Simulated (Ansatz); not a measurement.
Starting cell, InSb (zinc blende):

```yaml
crystal:
  lattice:
    - [0.00000, 6.63461, 6.63461]
    - [3.31730, 3.31730, 6.63461]
    - [3.31730, 3.31730, 0.00000]
  atoms:
    - { symbol: Sb, position: [0.00000, 0.75000, 0.75000] }
    - { symbol: Sb, position: [0.50000, 0.75000, 0.75000] }
    - { symbol: In, position: [0.00000, 0.00000, 0.00000] }
    - { symbol: In, position: [0.50000, 0.00000, 0.00000] }
```

The atoms are displaced by Q × the pattern below (from a DFPT mode at X = (0.5, 0.5, 0.0), largest move 1; Q in Å), at fixed cell. (q is in reciprocal vectors of the primitive cell; the cell shown is doubled to hold the pattern.)

```tsv
atom	x	y	z
Sb1	0.000	0.000	-1.000
Sb2	0.000	0.000	1.000
```

Atoms not listed stay in place.

Computed with PBE (plane waves to 420 eV, PAW, scalar-relativistic; Ansatz, an electronic-structure program). k mesh 12×12×12 (Γ-centred), Fermi-Dirac smearing 0.05 eV. Energies are smeared free energies. Stress and pressure are positive under compression. With partly filled bands, energies and forces of such displacements shift with the k mesh and the smearing. At this level the bands of InSb touch or barely overlap; measurements give the solid a gap. InSb was relaxed with its symmetry unable to fall. Spin-orbit coupling is left out, though Sb is heavy. The zero of ΔE is the undisplaced structure.

### Question
Give the computed ΔE (eV/cell) and P (GPa) at Q (Å) = -0.280, -0.233, -0.187, -0.140, 0.047, 0.093, 0.233, 0.280.

### Answer
```json
[
 {"Q (Å)": "-0.280", "ΔE (eV/cell)": "0.611", "P (GPa)": "1.4"},
 {"Q (Å)": "-0.233", "ΔE (eV/cell)": "0.426", "P (GPa)": "1.0"},
 {"Q (Å)": "-0.187", "ΔE (eV/cell)": "0.274", "P (GPa)": "0.6"},
 {"Q (Å)": "-0.140", "ΔE (eV/cell)": "0.155", "P (GPa)": "0.4"},
 {"Q (Å)": "0.047", "ΔE (eV/cell)": "0.017", "P (GPa)": "0.0"},
 {"Q (Å)": "0.093", "ΔE (eV/cell)": "0.069", "P (GPa)": "0.2"},
 {"Q (Å)": "0.233", "ΔE (eV/cell)": "0.426", "P (GPa)": "1.0"},
 {"Q (Å)": "0.280", "ΔE (eV/cell)": "0.611", "P (GPa)": "1.4"}
]
```

(For displaced atoms, the force is minus the slope of the energy, and its curvature is a force constant, which sets phonon frequencies.)
